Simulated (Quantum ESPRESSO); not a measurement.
Mg$_{3}$ZnO$_{4}$ is taken in the trigonal space group R-3m, hexagonal axes (No. 166), Pearson symbol hR8. Lattice parameters: a = 3.026 Å, b = 3.026 Å, c = 29.568 Å, α = 90.00°, β = 90.00°, γ = 120.00°. O1 on 6c sees 6 Mg at 2.135 Å (octahedral). O2 on 6c sees 3 Mg at 2.116 Å and 3 Zn at 2.164 Å (octahedral). Mg1 on 6c sees 6 O at 2.116–2.135 Å (octahedral). Mg2 on 3b sees 6 O at 2.136 Å (octahedral). Zn on 3a has 6 O at 2.164 Å (octahedral). (Neighbours: up to the widest gap in distance over summed covalent radii, below 1.35, at either atom; cation-cation contacts left out.)
(The calculation used a cell of 8 atoms; values per cell refer to that cell.)

The geometry is that of Materials Project entry mp-1222142, symmetrised and not relaxed again.

Q: What does LDA (Quantum ESPRESSO, PseudoDojo norm-conserving, 84 Ry, scalar-relativistic) give for the electronic structure near the Fermi level?

A: The LDA gap is indirect, 3.11 eV, from Z to Γ; the smallest direct gap is 3.14 eV. 

The structure is a Materials Project entry; no match was found in the copy of COD used, and its stability was not checked.
